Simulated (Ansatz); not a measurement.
HgTe:
```xyz
2
Lattice="0.0000 3.2837 3.2837 3.2837 0.0000 3.2837 3.2837 3.2837 0.0000" Properties=species:S:1:pos:R:3 pbc="T T T"
Te     1.6418     1.6418     1.6418
Hg     0.0000     0.0000     0.0000
```

Relaxed with HSE06. Special points in fractions of this cell's reciprocal vectors: Γ (0.000, 0.000, 0.000); X (0.500, 0.000, 0.500); U (0.625, 0.250, 0.625); K (0.375, 0.375, 0.750); L (0.500, 0.500, 0.500); W (0.500, 0.250, 0.750).

Q: List the band energies nearest the Fermi level at these points for DFT-HSE06 in the program Ansatz with PAW potentials.

A: In eV from the Fermi level; about four levels below and three above (degenerate sets whole), none deeper than 8.9 eV; points with the same levels are listed once.

| k | below | above |
|---|---|---|
| Γ | -0.16 -0.02 -0.02 -0.02 | 5.06 5.06 5.06 |
| X | -7.27 -5.59 -2.26 -2.26 | 2.58 3.21 8.99 |
| U | -7.19 -5.57 -2.91 -1.88 | 2.95 4.77 7.85 |
| L | -7.42 -5.57 -0.99 -0.99 | 1.36 5.86 5.86 |
| W | -7.13 -5.61 -2.61 -2.58 | 3.83 5.35 6.11 |

Space group F-43m (zinc blende). Symmetry was held in the HSE06 relaxation. The hybrid run found no gap, on a coarse k-mesh. Spin–orbit coupling is left out wherever it is not named.

Potentials: the later of the program's two PAW sets.
